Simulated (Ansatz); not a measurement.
**rocksalt-structured PdGe**

The computed numbers are results of PBEsol, scalar-relativistic (no spin polarisation) in the plane-wave PAW code Ansatz at 420 eV, 10×10×10 k-mesh, Gaussian smearing of 0.05 eV. The datasets are Ansatz's generated set soft_2.

```cif
data_structure
_symmetry_space_group_name_H-M 'P 1'
_symmetry_Int_Tables_number 1
_cell_length_a 3.6276
_cell_length_b 3.6276
_cell_length_c 3.6276
_cell_angle_alpha 60.000
_cell_angle_beta 60.000
_cell_angle_gamma 60.000
_cell_volume 33.75
loop_
_atom_site_label
_atom_site_type_symbol
_atom_site_fract_x
_atom_site_fract_y
_atom_site_fract_z
_atom_site_occupancy
Pd1 Pd 0.50000 0.50000 0.50000 1
Ge1 Ge 0.00000 0.00000 0.00000 1
```

The start was a prototype's sites filled with these elements. The Crystallography Open Database lists the compound in space group Pnma, so this is a trial structure.

The cell is relaxed to zero pressure at this level.

Path: Γ–X–U | K–Γ–L–W–X, with Γ = (0.000, 0.000, 0.000), X = (0.500, 0.000, 0.500), U = (0.625, 0.250, 0.625), K = (0.375, 0.375, 0.750), L = (0.500, 0.500, 0.500), W = (0.500, 0.250, 0.750) in reciprocal vectors of the calculation's cell.

Task: Is it a metal or an insulator, and if it has a gap, where are the band edges on this path?

Result: A metal: bands cross the Fermi level.

Bands as a text map, energy in eV from the Fermi level (dashes), each leg drawn with the same width:
```
  4.86 |           *                *    *          *   
  4.57 |                    *                           
  4.29 |          *                *                    
  4.00 |     *   *                       *           *  
  3.71 |      ***        *   *    *       *           **
  3.43 |                                                
  3.14 |                      * **        *             
  2.86 |**                   ****                       
  2.57 |  *                                *            
  2.29 |   *            *   *                           
  2.00 |   **                *   *         *            
  1.71 |              **                                
  1.43 |    **       *     *                *           
  1.14 |                                    *           
  0.86 |            *       *     *                     
  0.57 |     *     *      *                             
  0.29 |          *        *                 *          
  0.00 |------*-**-----------------*--------------------
 -0.29 |       **        **                   *    *****
 -0.57 |       ***********                    **********
 -0.86 |          *                 *          ****     
 -1.14 |           *    *            *        ***       
 -1.43 |            * **              ********   *      
 -1.71 |            **                       *    *     
 -2.00 |           *  **                           **   
 -2.29 |       *****    **                  * **********
 -2.57 |      *     ***** *           ********          
 -2.86 |     ****        ***        **                **
        Γ      X      UK       Γ       L       W       X
```
